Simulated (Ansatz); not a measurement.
InP:
```
CELL_PARAMETERS angstrom
      4.17272     0.00000     0.00000
     -2.08636     3.61368     0.00000
      0.00000     0.00000    13.66442
ATOMIC_POSITIONS crystal
  In 0.66667 0.33333 0.00001
  P  0.66667 0.33333 0.18770
  In 0.00000 0.00000 0.25011
  P  0.00000 0.00000 0.43718
  In 0.33333 0.66667 0.50001
  P  0.33333 0.66667 0.68770
  In 0.00000 0.00000 0.75011
  P  0.00000 0.00000 0.93718
```

Relaxed with r²SCAN. Independent-particle spectrum: no excitons, no local fields, no scissors shift; 0.1 eV broadening; ε₁ of the summed bands alone.

Task: Tabulate the dielectric function from r²SCAN in the plane-wave PAW code Ansatz.

Result: 

```csv
E (eV),ε₁ xx,ε₂ xx,ε₁ zz,ε₂ zz
0.0,9.51,0.00,9.58,0.00
0.4,9.63,0.00,9.70,0.00
0.8,10.05,0.00,10.10,0.00
1.2,10.97,0.76,11.16,0.60
1.6,11.06,1.32,11.23,1.38
2.0,11.76,1.66,11.79,1.79
2.4,13.46,2.28,12.97,2.36
2.8,16.40,7.27,15.63,3.61
3.2,11.71,9.46,15.96,13.09
3.6,11.26,10.33,12.13,13.60
4.0,10.67,12.79,8.75,15.87
4.4,7.08,16.47,2.06,19.59
4.8,0.41,18.12,-0.74,12.28
5.2,-2.88,12.18,-2.92,11.26
5.6,-2.02,10.30,-1.56,8.68
6.0,-3.21,10.29,-1.76,10.29
6.4,-5.13,6.91,-4.39,8.75
6.8,-4.87,5.22,-5.27,4.99
7.2,-3.98,3.89,-3.81,4.10
7.6,-3.35,3.28,-3.88,3.30
8.0,-2.75,2.88,-3.12,2.51
8.4,-2.73,2.54,-2.56,2.43
8.8,-2.52,2.06,-2.46,1.93
9.2,-2.26,1.75,-2.13,1.63
9.6,-2.04,1.34,-1.84,1.51
10.0,-1.65,1.10,-1.78,1.20
10.4,-1.52,1.01,-1.49,0.94
10.8,-1.27,0.81,-1.18,0.85
11.2,-1.10,0.71,-1.10,0.72
11.6,-0.93,0.58,-0.88,0.65
12.0,-0.73,0.51,-0.79,0.58
```

Task: From ε at 2.0 eV (xx: 11.76 + 1.66i), find n, k, the normal reflectivity and the absorption coefficient.

Result: n = 3.44, k = 0.241, R = 30 %, α = 2kE/ħc = 49000 cm⁻¹.

With all bands, ε∞ without local fields is 9.63 (xx = yy), 9.70 (zz).

Space group P6_3mc. The start of the workflow was typed in or built on a structure type; the Crystallography Open Database copy checked does not list it. It is not the phase usual at ambient conditions (space group No. 216). The r²SCAN relaxation kept the symmetry of its start; whether a distortion lowers the energy is not shown. Scalar-relativistic: spin–orbit coupling is off unless named, which matters more the heavier the elements.

Potentials: the later of the program's two PAW sets.
